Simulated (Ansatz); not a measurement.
GaAg:
```
CELL_PARAMETERS angstrom
      3.23184     0.00000     0.00000
      0.00000     3.23184     0.00000
      0.00000     0.00000     3.23184
ATOMIC_POSITIONS crystal
  Ga 0.50000 0.50000 0.50000
  Ag 0.00000 0.00000 0.00000
```

Relaxed with PBEsol. Special points in fractions of this cell's reciprocal vectors: Γ (0.000, 0.000, 0.000); X (0.000, 0.500, 0.000); M (0.500, 0.500, 0.000); R (0.500, 0.500, 0.500).

Task: List the band energies nearest the Fermi level at these points for PBEsol with spin–orbit coupling in the plane-wave PAW code Ansatz.

Result: In eV from the Fermi level; about four levels below and three above (degenerate sets whole), none deeper than 8.9 eV; points with the same levels are listed once.

| k | below | above |
|---|---|---|
| Γ | -4.76 -4.76 -4.76 -4.76 -4.46 -4.46 | 3.02 3.02 3.42 3.42 3.42 3.42 |
| X | -4.62 -4.62 -3.25 -3.25 | 7.28 7.28 7.53 7.53 |
| M | -2.85 -2.85 -1.15 -1.15 | 0.83 0.83 7.46 7.46 |
| R | -4.17 -4.17 -4.17 -4.17 -2.09 -2.09 | 2.35 2.35 2.74 2.74 |

Space group Pm-3m (CsCl type). The workflow started from an entry of the Crystallography Open Database (COD). Its standing as an ambient phase is unchecked. Symmetry was held in the PBEsol relaxation. At this level the phase is mechanically unstable. No spin polarisation was allowed.

Potentials: the later of the program's two PAW sets.
